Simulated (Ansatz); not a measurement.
A plane-wave DFT run in Ansatz 0.2.0 (scalar-relativistic PAW potentials unless the input names others): input and command.

```yaml
crystal:
  lattice:
    - [0.0, 2.1858984, 2.1049392]
    - [2.1858984, 0.0, 2.1049392]
    - [2.1858984, 2.1858984, 0.0]
  atoms:
    - { symbol: Al, position: [0.0, 0.0, 0.0] }
basis:
  ecutwfc: 420
kpoints:
  mp_grid: { grid: [20, 20, 20] }
hamiltonian:
  xc: pbesol
scf:
  occupations: { method: fermi_dirac, width: 0.3 }
  n_extra_bands: 0
  max_iter: 50
output:
  forces: true
  eigenvalues: true
  stress: true
```

```bash
ansatz run input.yaml --threads 1 --pin off --max-ram 2560MiB --backend cpu --events-out ev --progress --plain --runs-dir out
```

Will this input run?

The program refuses it, because of too few bands (scf.n_extra_bands: not typed → 0). Also changed, but not at fault: scf.occupations: {"method": "gaussian", "width": 0.15} → {"method": "fermi_dirac", "width": 0.3}. With the sound run's settings it is accepted.

Abridged log:
```
Error: inconsistent input (scf.n_extra_bands, scf.occupations.method): n_bands = 2 leaves no empty band above the 2 bands per channel that the deck's 3 electrons occupy, and the occupations search for the Fermi level (a smearing at a finite width, or tetrahedra): a level found among occupied bands alone can fill a metal as an insulator; raise scf.n_extra_bands until at least 3 bands are solved (omitted, it auto-derives to 6) (see scf.n_extra_bands in the input reference)
```